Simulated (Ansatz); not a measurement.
Relaxed-ion elastic tensor of GePt (CsCl type, space group No. 221) in GPa (Voigt order), r²SCAN in the plane-wave PAW code Ansatz; density 14.11 g/cm³, 15.76 Å³ per atom.

```csv
,1,2,3,4,5,6
1,173,149,149,0.0,0.0,0.0
2,149,173,149,0.0,0.0,0.0
3,149,149,173,0.0,0.0,0.0
4,0.0,0.0,0.0,3.2,0.0,0.0
5,0.0,0.0,0.0,0.0,3.2,0.0
6,0.0,0.0,0.0,0.0,0.0,3.2
```

Question: Is the crystal mechanically stable?

Answer: Yes: the smallest eigenvalue of C is 3.2 GPa.

Question: Work out the Voigt, Reuss and Hill averages.

Answer: K_V = 157, K_R = 157, K_H = 157; G_V = 6.8, G_R = 4.5, G_H = 5.7 GPa.

Question: Give Young's modulus, Poisson's ratio, Pugh's ratio and the universal anisotropy index.

Answer: E = 9KG/(3K + G) = 16.8 GPa; ν = 0.48; K/G = 27.69 (ductile by the Pugh limit of 1.75); A_U = 5G_V/G_R + K_V/K_R − 6 = 2.54.

Question: Estimate the sound speeds and the Debye temperature.

Answer: v_l = √((K + 4G/3)/ρ) = 3410 m/s, v_t = √(G/ρ) = 634 m/s, mean 724 m/s; Θ = (h/k)(3n/4πV)^(1/3) v_m = 86.0 K.

Question: Give the Zener ratio and Young's modulus along [100], [110] and [111].

Answer: A = 2C44/(C11 − C12) = 0.26; 1/E = S11 − 2(S11 − S12 − S44/2)Γ with Γ = 0, 1/4, 1/3 gives 35.8, 11.6, 9.5 GPa.

Question: Solve the Christoffel equation for the three sound speeds along [100], [110], [111].

Answer: Eigenvalues of C_ijkl n_j n_l equal ρv². In km/s, slowest first: [100] 0.47, 0.47, 3.50; [110] 0.47, 0.93, 3.41; [111] 0.81, 0.81, 3.38.

Space group Pm-3m (CsCl type). The cell is a constructed one: a structure type filled with these elements; neither database checked (COD, Materials Project) lists it. COD files the formula under space group No. 62. Whether it is the stable phase at ambient conditions was not checked. Symmetry was held in the r²SCAN relaxation; its stability against distortions is not shown here. The run is not spin-polarised. As this level gives no gap, shear constants depend on the k-mesh and smearing (Fermi–Dirac, 0.1 eV here). Scalar-relativistic: spin–orbit coupling is off unless named, which matters more the heavier the elements.

Potentials: the earlier of the program's two PAW sets.
